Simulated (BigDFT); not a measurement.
A self-consistent single point of the molecule CH7NOSi2.

```xyz
12

N     -1.5984     0.1311     0.9117
C     -0.6764    -0.3692    -0.1307
Si     1.0630    -1.0179     0.4111
O      1.7428    -0.2570    -0.9069
Si     0.5197     0.8676    -1.0025
H     -1.1833     0.7657     1.5972
H     -2.4209     0.6136     0.5469
H     -1.1451    -1.0526    -0.8448
H      1.2039    -2.4908     0.3201
H      1.5475    -0.4215     1.6848
H      0.8090     2.0735    -0.1820
H      0.1383     1.1577    -2.4050
```
Charge 0, spin multiplicity 1.

Level of theory: LDA (Teter-Pade), Daubechies wavelet basis, HGH (Krack) norm-conserving potentials made for LDA, isolated boundary conditions run with BigDFT 1.9.6.

BigDFT settings:

- basis: Daubechies wavelets
- dft.hgrids: 0.33 bohr
- dft.rmult: 5 8
- dft.ixc: 1
- potentials: built-in HGH-K LDA
- boundary_conditions: free
- dft.gnrm_cv: 1e-05
- dft.itermax: 80
- dft.idsx: 6
- dft.nrepmax: 3

Question: Estimate, at this level of theory: largest force (vector length), dipole moment and highest occupied level.

Answer: The run gave:

* **Largest force (vector length)**: 2.695 eV/Å
* **Dipole moment**: 1.47 D
* **Highest occupied level**: -4.97 eV

For comparison: a first run (DFT, PBE, Daubechies wavelet basis, HGH (Krack) norm-conserving potentials made for PBE, isolated boundary conditions) was changed to give this one (dft.ixc: 11 → 1; pseudopotentials: built-in HGH-K PBE → built-in HGH-K LDA), and from it to this one the largest force goes from 2.224 to 2.695 eV/Å.

The grid can part forces that symmetry would make equal. Forces above 1 eV/Å remain at this geometry. The geometry comes from a cheaper method or was typed, in some cases with atoms then moved at random; it is not relaxed at this level, and the species need not be a known compound.

Cost on one core: about 60 core-seconds (a rough figure).
